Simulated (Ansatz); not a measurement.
Starting cell, La (dhcp type, space group P6_3/mmc):

```yaml
crystal:
  lattice:
    - [7.54069, 0.00000, 0.00000]
    - [-1.88517, 3.26522, 0.00000]
    - [0.00000, 0.00000, 12.08097]
  atoms:
    - { symbol: La, position: [0.00000, 0.00000, 0.00000] }
    - { symbol: La, position: [0.50000, 0.00000, 0.00000] }
    - { symbol: La, position: [0.00000, 0.00000, 0.50000] }
    - { symbol: La, position: [0.50000, 0.00000, 0.50000] }
    - { symbol: La, position: [0.16667, 0.66667, 0.25000] }
    - { symbol: La, position: [0.66667, 0.66667, 0.25000] }
    - { symbol: La, position: [0.33333, 0.33333, 0.75000] }
    - { symbol: La, position: [0.83333, 0.33333, 0.75000] }
```

The atoms are displaced by Q × the pattern below (from a DFPT mode at M = (0.5, 0.0, 0.0), largest move 1; Q in Å), at fixed cell. (q is in reciprocal vectors of the primitive cell; the cell shown is doubled to hold the pattern.)

| atom | x | y | z |
|---|---|---|---|
| La1 | -0.114 | -0.066 | -0.991 |
| La2 | 0.114 | 0.066 | 0.991 |
| La3 | -0.114 | -0.066 | 0.991 |
| La4 | 0.114 | 0.066 | -0.991 |
| La5 | -0.440 | -0.254 | 0.000 |
| La6 | 0.440 | 0.254 | 0.000 |
| La7 | 0.440 | 0.254 | 0.000 |
| La8 | -0.440 | -0.254 | 0.000 |

Computed with PBE (plane waves to 420 eV, PAW, scalar-relativistic; Ansatz, a first-principles code). k mesh 7×14×4 (Γ-centred), Fermi-Dirac smearing 0.05 eV. With partly filled bands, energies and forces of such displacements shift with the k mesh and the smearing. La is run without spin polarisation. La was relaxed with its symmetry unable to fall.

At one point of the scan the forces (eV/Å) are:

```tsv
atom	Fx	Fy	Fz
La1	-0.029	-0.017	-0.182
La2	0.029	0.017	0.182
La3	-0.029	-0.017	0.182
La4	0.029	0.017	-0.182
La5	-0.047	-0.027	0.000
La6	0.069	0.040	0.000
La7	0.047	0.027	0.000
La8	-0.069	-0.040	0.000
```

Task: Which point is it?
(A) Q = -0.093 Å
(B) Q = -0.187 Å
(C) Q = -0.280 Å
(D) Q = -0.140 Å

Result: B, Q = -0.187 Å

(For displaced atoms, the force is minus the slope of the energy, and its curvature is a force constant, which sets phonon frequencies.)
